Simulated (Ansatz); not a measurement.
Y$_{2}$Ti$_{2}$S$_{2}$O$_{5}$:
```
CELL_PARAMETERS angstrom
     -1.88476     1.88476    11.48375
      1.88476    -1.88476    11.48375
      1.88476     1.88476   -11.48375
ATOMIC_POSITIONS crystal
  Y  0.66609 0.66609 0.00000
  Y  0.33391 0.33391 0.00000
  Ti 0.92171 0.92171 0.00000
  Ti 0.07829 0.07829 0.00000
  S  0.79532 0.79532 0.00000
  S  0.20468 0.20468 0.00000
  O  0.00000 0.00000 0.00000
  O  0.90088 0.40088 0.50000
  O  0.09912 0.59912 0.50000
  O  0.40088 0.90088 0.50000
  O  0.59912 0.09912 0.50000
```

Relaxed with r²SCAN. Special points in fractions of this cell's reciprocal vectors: Γ (0.000, 0.000, 0.000); X (0.000, 0.000, 0.500); P (0.250, 0.250, 0.250); N (0.000, 0.500, 0.000); M (0.500, 0.500, -0.500); S (0.257, 0.743, -0.257); S0 (-0.257, 0.257, 0.257); R (-0.013, 0.013, 0.500); G (0.500, 0.500, -0.013).

Problem. List the band energies nearest the valence-band maximum at these points for plane-wave PAW r²SCAN with spin–orbit coupling (Ansatz code).

Solution. In eV from the valence-band maximum; about four levels below and three above (degenerate sets whole), none deeper than 8.9 eV; points with the same levels are listed once.

```csv
k,below,above
Γ,-0.08 -0.08 0.00 0.00,1.10 1.10 1.13 1.13
X,-1.32 -1.32 -1.30 -1.30,1.97 1.97 1.99 1.99
P,-1.31 -1.31 -1.31 -1.31,1.97 1.97 1.99 1.99
N,-0.98 -0.98 -0.84 -0.84,1.94 1.94 2.43 2.43
M,-0.08 -0.08 0.00 0.00,1.10 1.10 1.12 1.12
S,-0.93 -0.93 -0.89 -0.89,1.95 1.95 2.43 2.43
R,-1.31 -1.31 -1.30 -1.30,1.97 1.97 1.99 1.99
```

Space group I4/mmm. The first step of the workflow began from a Materials Project structure, measured or hypothetical; the Crystallography Open Database copy checked does not list it. Whether it is the stable phase at ambient conditions was not checked. The r²SCAN relaxation kept the symmetry of its start; whether a distortion lowers the energy is not shown. The run is not spin-polarised.

Potentials: the later of the program's two PAW sets.
